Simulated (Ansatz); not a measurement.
Ansatz input

```yaml
crystal:
  lattice:
    - [5.1357992757, 0.0, 0.0]
    - [0.0, 5.1357992757, 0.0]
    - [0.0, 0.0, 5.1357992757]
  atoms:
    - { symbol: W, position: [1.0, 0.0, 1.0] }
    - { symbol: W, position: [0.5, 0.5, 0.5] }
    - { symbol: W, position: [1.0, 0.5, 0.25] }
    - { symbol: W, position: [1.0, 0.5, 0.75] }
    - { symbol: W, position: [0.25, 1.0, 0.5] }
    - { symbol: W, position: [0.75, 0.0, 0.5] }
    - { symbol: W, position: [0.5, 0.75, 0.0] }
    - { symbol: W, position: [0.5, 0.25, 0.0] }
hamiltonian:
  xc: blyp
  pseudopotentials:
    kind: paw
    azcp:
      W: "pseudopotentials/W.paw.azcp"
basis:
  ecutwfc: 420
  fft_grid_basis: typed
kpoints:
  mp_grid: { grid: [7, 7, 7], shift: [0, 0, 0] }
magnetization:
  spin_polarized: false
scf:
  occupations: { method: fermi_dirac, width: 0.1 }
```

Output

```
Engine: ansatz 0.2.0, x86_64-unknown-linux-gnu
Pseudopotentials: kind: paw
Pseudopotential: W, paw, valence charge 14, recommended cutoff 420 eV (normal) 
Functional definition: BLYP
  parameter beta = 0.0042
  parameter a = 0.04918
  parameter b = 0.132
  parameter c = 0.2533
  parameter d = 0.349
  exchange = b88_x(beta = beta)
  correlation = lyp_c(a = a, b = b, c = c, d = d)
Crystal: 8 atoms, lattice volume = 135.464 Å³
Basis set: ecut = 420 eV, 2601 PW (Γ), exchange–correlation on 72×72×72 points (8 copies of the dense FFT grid, shifted against one another)
Bands: 68, of which v1, the nominal top of the filled ones, is band 56 counted from 1 (55 counted from 0)
Symmetry: 48 space group operations
Space group: Pm-3n (ITA 223), of the structure as read, at distance tolerance 5.1e-5 Å
k-points: 20 of 343
Non-local potential: W, projectors of the file, l = 0: 3, l = 1: 2, l = 2: 2, l = 3: 1
PAW form: soft (Blöchl's): semilocal exchange-correlation on the pseudo side does not see the compensation charge
PAW frozen core: W, regenerated for the run's functional, and the local potential with it (the file was generated under x = pbe(κ = 0.804, μ = 0.2195149727645171), c = pbe(β = 0.06672455060314922))
PAW one-centre angular grid: W, 590 points (default); XC on 64 Gauss nodes
Initial density: superposition of atomic densities (neutral atoms: chi_scale 0, normalization atom), corrected by the library's trained network
Initial wavefunctions: pseudopotential atomic-orbital guess
Functional: x = b88, c = lyp
SCF iter   1: F=—  HF=-83270.817340 eV  |F-HF|=—  |Δ(HF+E_count)|=         —  Δρ=9.82e-3  dr2=1.34e-1  ethr=1.77e-3  ⟨swp⟩=4.0  Hψ=5032  notcnv=0
SCF iter   2: F=—  HF=-83270.790145 eV  |F-HF|=—  |Δ(HF+E_count)|=   2.72e-2  Δρ=5.82e-3  dr2=4.55e-2  ethr=1.20e-4  ⟨swp⟩=1.0  Hψ=1580  notcnv=0
SCF iter   3: F=—  HF=-83270.777965 eV  |F-HF|=—  |Δ(HF+E_count)|=   1.22e-2  Δρ=7.14e-4  dr2=4.01e-4  ethr=4.06e-5  ⟨swp⟩=2.0  Hψ=1862  notcnv=0
SCF iter   4: F=—  HF=-83270.778048 eV  |F-HF|=—  |Δ(HF+E_count)|=   8.37e-5  Δρ=1.30e-4  dr2=1.82e-5  ethr=3.58e-7  ⟨swp⟩=2.6  Hψ=2589  notcnv=0
SCF iter   5: F=—  HF=-83270.778111 eV  |F-HF|=—  |Δ(HF+E_count)|=   6.24e-5  Δρ=3.23e-5  dr2=9.15e-7  ethr=1.62e-8  ⟨swp⟩=2.0  Hψ=1897  notcnv=0
SCF iter   6: F=-83270.778111 eV  HF=-83270.778111 eV  |F-HF|=6.05e-9  |Δ(HF+E_count)|=   5.28e-7  Δρ=5.17e-6  dr2=2.79e-8  ethr=8.93e-11  ⟨swp⟩=3.0  Hψ=3041  notcnv=0
SCF 1 converged in 6 iterations: F = -83270.778111 eV  dr2 = 2.79e-8
SCF converged after 6 iterations
Free energy (F): -83270.778111 eV
Harris-Foulkes:  -83270.778111 eV  (|F-HF|=6.05e-9)
Internal energy: -83270.667817 eV  (E = F + TS)
E sigma→0 (E₀):  -83270.722964 eV
Entropy (-TS):   -0.110295 eV (-13.787 meV/atom)
Fermi energy:    21.232911 eV
--- Per-component energies (eV) ---
  E_band       = -772.965728
  E_kinetic    = 3588.306119
  E_local      = -5239.040855  (includes V_loc(G=0)·N_el)
  E_nonlocal   = 4.473674
  E_hartree    = 1866.185038
  E_xc         = -2098.857787
  E_vxc        = -1863.468930  (∫ρ·V_xc dr)
  E_paw        = -68724.248398  (= ΣΔE_a)
  E_vpaw       = -995.607964  (= ΣTr[D̂ρ^β])
  E_aug_tail   = -0.000412  (compensation charges beyond the density's cutoff)
  E_ewald      = -12669.005248
  E_core_change = 1.520053  (= ΣΔE_core)
  E_smearing   = -0.110295  (= −TS)
  E_closure    = 0.000000  (closes the sum)
  Σ components = -83270.778111   (vs F -83270.778111, Δ=0.00e0)
```

Launched by

```sh
ansatz run input.yaml --threads 4 --pin off --max-ram 8192MiB --backend cpu --events-out ev --progress --plain --runs-dir out
```

On 4 threads of Intel(R) Xeon(R) Platinum 8375C CPU @ 2.90GHz (Ice Lake) (shared host) this took about 1.7 s of wall time and 5.4 s of CPU time, with 0.61 GiB at the peak.
